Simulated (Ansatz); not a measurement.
BaAg2As2 in space group I4/mmm (No. 139; Ba on 2a, Ag on 4d, As on 4e) at seven volumes, DFT-PBE in the program Ansatz with PAW potentials, shape and atoms relaxed at each. One row is withheld.

```json
[
 {"V (Å³/atom)": "21.818", "P (GPa)": "6.72"},
 {"V (Å³/atom)": "22.537", "P (GPa)": "?"},
 {"V (Å³/atom)": "23.257", "P (GPa)": "1.87"},
 {"V (Å³/atom)": "23.976", "P (GPa)": "0.00"},
 {"V (Å³/atom)": "24.695", "P (GPa)": "-1.57"},
 {"V (Å³/atom)": "25.415", "P (GPa)": "-2.87"},
 {"V (Å³/atom)": "26.134", "P (GPa)": "-3.98"}
]
```

Task: Fit the shown pressures and predict the withheld one.

Result: P = (3/2)B₀(x^(7/2) − x^(5/2))[1 + (3/4)(B′ − 4)(x − 1)] with x = (V₀/V)^(2/3). Least squares on the six rows gives V₀ = 23.977 Å³/atom, B₀ = 56.8 GPa, B′ = 4.80. At V = 22.537, x = 1.0422 and P = 4.08 GPa. The run itself gave 4.08 GPa.

The workflow started from an entry of the Crystallography Open Database (COD, 295 K). Its standing as an ambient phase is unchecked. The cell was relaxed with PBE under the symmetry of its start; whether a distortion lowers the energy is not shown. No spin polarisation was allowed. Scalar-relativistic: spin–orbit coupling is off unless named, which matters more the heavier the elements.

Potentials: the later of the program's two PAW sets.
